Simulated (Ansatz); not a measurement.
Re (hcp (Mg type), P6_3/mmc) under volume change, the program Ansatz at the r²SCAN level (PAW), shape and atoms relaxed at each volume.

```
V (Å³/atom)  E − E(relaxed) (meV/atom)  P (GPa)
-----------  -------------------------  -------
13.373                           170.7    44.95
13.814                            71.7    27.51
14.255                            17.0    12.66
14.696                             0.0     0.00
15.137                            15.2   -10.78
15.578                            57.8   -19.94
16.019                           123.7   -27.71
```

**Question.** What does a third-order Birch–Murnaghan fit give for V₀, B₀ and B′?

**Answer.** V₀ = 14.70 Å³/atom, B₀ = 388 GPa, B′ = 4.3.

The r²SCAN relaxation kept the symmetry of its start; of distortions, only those at the zone centre were tested. The run is not spin-polarised. Scalar-relativistic: spin–orbit coupling is off unless named, which matters more the heavier the elements.

Potentials: the earlier of the program's two PAW sets.
